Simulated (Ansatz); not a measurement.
Relaxed-ion elastic tensor of Ca3GeO (anti-perovskite, Pm-3m) in GPa (Voigt order), LDA (plane waves, PAW; program Ansatz); density 3.55 g/cm³, 19.53 Å³ per atom.

```
 152  30.0  30.0   0.0   0.0   0.0
30.0   152  30.0   0.0   0.0   0.0
30.0  30.0   152   0.0   0.0   0.0
 0.0   0.0   0.0  55.6   0.0   0.0
 0.0   0.0   0.0   0.0  55.6   0.0
 0.0   0.0   0.0   0.0   0.0  55.6
```

Question: Is the crystal mechanically stable?

Answer: Yes: the smallest eigenvalue of C is 55.6 GPa.

Question: Work out the Voigt, Reuss and Hill averages.

Answer: K_V = 70.6, K_R = 70.6, K_H = 70.6; G_V = 57.7, G_R = 57.6, G_H = 57.7 GPa.

Question: Give Young's modulus, Poisson's ratio, Pugh's ratio and the universal anisotropy index.

Answer: E = 9KG/(3K + G) = 136 GPa; ν = 0.18; K/G = 1.22 (brittle by the Pugh limit of 1.75); A_U = 5G_V/G_R + K_V/K_R − 6 = 0.01.

Question: Estimate the sound speeds and the Debye temperature.

Answer: v_l = √((K + 4G/3)/ρ) = 6440 m/s, v_t = √(G/ρ) = 4030 m/s, mean 4440 m/s; Θ = (h/k)(3n/4πV)^(1/3) v_m = 491 K.

Question: Give the Zener ratio and Young's modulus along [100], [110] and [111].

Answer: A = 2C44/(C11 − C12) = 0.91; 1/E = S11 − 2(S11 − S12 − S44/2)Γ with Γ = 0, 1/4, 1/3 gives 142, 134, 132 GPa.

Question: Solve the Christoffel equation for the three sound speeds along [100], [110], [111].

Answer: Eigenvalues of C_ijkl n_j n_l equal ρv². In km/s, slowest first: [100] 3.96, 3.96, 6.54; [110] 3.96, 4.14, 6.42; [111] 4.08, 4.08, 6.38.

The first step of the workflow began from a Materials Project structure, measured or hypothetical; the Crystallography Open Database files this formula in space group No. 221, but the cells were not matched. Its standing as an ambient phase is unchecked. Symmetry was held in the LDA relaxation; of distortions, only those at the zone centre were tested. As this level gives no gap, shear constants depend on the k-mesh and smearing (Fermi–Dirac, 0.1 eV here).

Potentials: the later of the program's two PAW sets.
